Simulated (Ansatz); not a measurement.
Level of theory: Ansatz 0.2.0, DFT PBE, scalar-relativistic, plane waves, PAW, and for the lanthanide a 4f-in-core norm-conserving potential. All cells share a 660 eV cutoff and Γ-centred k meshes spaced at most about 0.3 Å⁻¹ (about 0.25 or finer for metals, 2π included). No spin polarisation in the final relaxations.

Temperature and zero-point effects are left out. All come from trial cells, and lower structures may exist.

Question: These unrelaxed guesses for PrBi₃H are each relaxed within their symmetry. Order them by the energy at which they end, lowest first.
1.

```
CELL_PARAMETERS angstrom
4.96544 0.00000 0.00000
0.00000 4.96544 0.00000
0.00000 0.00000 4.96544
ATOMIC_POSITIONS crystal
Pr 0.00000 0.00000 0.00000
Bi 0.50000 0.50000 0.00000
Bi 0.50000 0.00000 0.50000
Bi 0.00000 0.50000 0.50000
H 0.50000 0.50000 0.50000
```

2.

```
CELL_PARAMETERS angstrom
5.02407 0.00000 0.00000
-2.51203 4.35097 0.00000
0.00000 0.00000 7.34378
ATOMIC_POSITIONS crystal
Pr 0.00000 0.00000 0.50000
Bi 0.50000 0.00000 0.50000
Bi 0.00000 0.50000 0.50000
Bi 0.50000 0.50000 0.50000
H 0.00000 0.00000 0.00000
```

Answer: 1 (ends in Pm-3m, antiperovskite type, 0 meV/atom), 2 (ends in P6/mmm, 107 meV/atom).

Spin–orbit coupling, which can matter for Bi, is left out. With hydrogen, zero-point motion can shift such differences by 10 meV/atom or more. Cells relaxed within their symmetry can be saddle points. Some candidate types were left out of the draw beforehand, so a known form may be missing.

The lanthanide is trivalent by construction, without f bands, f moments or other valences.
